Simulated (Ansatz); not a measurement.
SiNi in space group Pnma (No. 62; Si on 4c, Ni on 4c) under volume change, DFT-PBEsol in the program Ansatz with PAW potentials, shape and atoms relaxed at each volume.

```tsv
V (Å³/atom)	E − E(relaxed) (meV/atom)	P (GPa)
10.741	63.7	20.52
11.095	27.1	12.92
11.449	6.4	5.99
11.803	0.0	0.01
12.157	5.8	-5.07
12.511	21.9	-9.36
12.865	46.6	-12.95
```

Task: What does a third-order Birch–Murnaghan fit give for V₀, B₀ and B′?

Result: V₀ = 11.81 Å³/atom, B₀ = 180 GPa, B′ = 4.0.

The PBEsol relaxation kept the symmetry of its start. No spin polarisation was allowed.

Potentials: the earlier of the program's two PAW sets. The files were generated under PBE; for other functionals the program regenerates the frozen cores, and for LDA and PBEsol the local potential too.
